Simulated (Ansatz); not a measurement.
Is this Mo5W structure stable?

The structure comes from a generated guess, relaxed at this level; another structure or a mixture of phases may lie lower.

Method: DFT PBE, scalar-relativistic, plane waves, PAW (Ansatz). The final run on the 6-atom cell used 420 eV, a Γ-centred 14×14×4 mesh, 0.10 eV smearing and no spin polarisation.

```cif
data_structure
_symmetry_space_group_name_H-M 'Cmmm'
_symmetry_Int_Tables_number 65
_cell_length_a 3.1651
_cell_length_b 4.4790
_cell_length_c 13.4262
_cell_angle_alpha 90.000
_cell_angle_beta 90.000
_cell_angle_gamma 90.000
_cell_volume 190.33
loop_
_atom_site_label
_atom_site_type_symbol
_atom_site_symmetry_multiplicity
_atom_site_Wyckoff_symbol
_atom_site_fract_x
_atom_site_fract_y
_atom_site_fract_z
_atom_site_occupancy
Mo1 Mo 4 k 0.00000 0.00000 0.83263 1
Mo2 Mo 4 l 0.50000 0.00000 0.66624 1
Mo3 Mo 2 d 0.00000 0.00000 0.50000 1
W1 W 2 b 0.50000 0.00000 0.00000 1
```

Formation energies are uncorrected and refer to the elements' standard structures at the same level.

Task: These tests were run: energy against the elements; phonons at Γ. What do they show?

Result:

| test | result |
| --- | --- |
| energy against the elements | +0.01 eV/atom |
| phonons at Γ | lowest optical mode 69 cm⁻¹ |

It fails none of these tests outright. Other phases of the system weren't compared here, so this isn't yet thermodynamic stability. Phonons away from Γ weren't computed. Undecided within the accuracy: energy against the elements.

The k mesh leaves some 4 meV/atom of noise in the energy of each metallic cell. These runs have no spin–orbit coupling, which can matter for W. The run for the phonons used a 16×16×4 k mesh and Fermi–Dirac smearing of 0.15 eV.
